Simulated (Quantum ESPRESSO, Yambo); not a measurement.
# Quasiparticle gap of AlClO

```cif
data_Al2Cl2O2
_chemical_formula_sum 'O2 Al2 Cl2'
_space_group_name_H-M_alt 'P 1'
_space_group_IT_number 1
_cell_length_a 3.14730
_cell_length_b 3.63328
_cell_length_c 7.84507
_cell_angle_alpha 90.000
_cell_angle_beta 90.000
_cell_angle_gamma 90.000
loop_
_space_group_symop_operation_xyz
  'x, y, z'
loop_
_atom_site_label
_atom_site_type_symbol
_atom_site_fract_x
_atom_site_fract_y
_atom_site_fract_z
_atom_site_occupancy
O1 O 0.50000 0.50000 0.95019 1
O2 O 0.00000 0.00000 0.04981 1
Al1 Al 0.50000 0.00000 0.89456 1
Al2 Al 0.00000 0.50000 0.10544 1
Cl1 Cl 0.00000 0.00000 0.68063 1
Cl2 Cl 0.50000 0.50000 0.31937 1
```

Cell and atoms were relaxed with PBE+D3(BJ) from Materials Project entry mp-27863, within its symmetry.

Starting point: norm-conserving PBEsol (Quantum ESPRESSO, 84 Ry, no spin-orbit coupling). G0W0 in Yambo: 4×4×2 Γ-centred k mesh, 165 bands and a 8 Ry block in the screening, 165 bands in G with the Bruneval-Gonze terminator, plasmon pole fitted at 27.2 eV.

| Quantity | Value |
|---|---|
| PBEsol gap along the band path | 5.64 eV |
| PBEsol gap between the mesh's edge points ((-0.5, 0, 0) → Γ) | 5.67 eV |
| G0W0 gap between the same points | 8.54 eV |
| PBEsol smallest direct gap on the mesh (at Γ) | 5.87 eV |
| G0W0 direct gap at that point | 8.53 eV |

```tsv
k point	band	E PBEsol (eV)	E QP (eV)	shift (eV)	Z
Γ	VB	-0.20	-1.91	-1.71	0.82
Γ	CB	5.67	6.62	0.95	0.85
(0, -0.5, 0)	VB	-0.23	-2.03	-1.80	0.82
(0, -0.5, 0)	CB	7.58	8.71	1.13	0.85
(0, -0.5, -0.5)	VB	-0.23	-2.03	-1.80	0.82
(0, -0.5, -0.5)	CB	7.71	8.93	1.22	0.84
(-0.5, 0, 0)	VB	0.00	-1.92	-1.92	0.82
(-0.5, 0, 0)	CB	6.87	8.12	1.25	0.84
(-0.5, 0, -0.5)	VB	0.00	-1.92	-1.92	0.82
(-0.5, 0, -0.5)	CB	6.88	8.13	1.25	0.84
(-0.5, -0.5, 0)	VB	-0.74	-2.40	-1.66	0.81
(-0.5, -0.5, 0)	CB	7.33	8.28	0.95	0.86
(-0.5, -0.5, -0.5)	VB	-0.81	-2.51	-1.70	0.81
(-0.5, -0.5, -0.5)	CB	7.02	8.26	1.24	0.85
```

Energies count from the PBEsol valence-band maximum.

Nearest settings tried, and what they do to the gap: 105 bands in W, 105 bands in G: +3 meV; 3 Ry block (59 vectors against 239): -356 meV. Not varied: mesh. So the settings aren't converged at that level.
